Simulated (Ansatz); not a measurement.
TaAl (L1₀ or tetragonal B2, P4/mmm) at seven volumes, DFT-r²SCAN in the program Ansatz with PAW potentials, shape and atoms relaxed at each. One row is withheld.

| V (Å³/atom) | P (GPa) |
|---|---|
| 15.072 | 18.89 |
| 15.569 | ? |
| 16.065 | 5.37 |
| 16.562 | -0.01 |
| 17.059 | -4.65 |
| 17.556 | -8.65 |
| 18.053 | -12.09 |

Q: Fit the shown pressures and predict the withheld one.

A: P = (3/2)B₀(x^(7/2) − x^(5/2))[1 + (3/4)(B′ − 4)(x − 1)] with x = (V₀/V)^(2/3). Least squares on the six rows gives V₀ = 16.561 Å³/atom, B₀ = 166 GPa, B′ = 3.97. At V = 15.569, x = 1.0420 and P = 11.59 GPa. The run itself gave 11.63 GPa.

The start of the workflow was typed in or built on a structure type; neither database checked (COD, Materials Project) lists it. Its standing as an ambient phase is unchecked. The r²SCAN relaxation kept the symmetry of its start; its stability against distortions is not shown here. No spin polarisation was allowed. Scalar-relativistic: spin–orbit coupling is off unless named, which matters more the heavier the elements.

Potentials: the earlier of the program's two PAW sets.
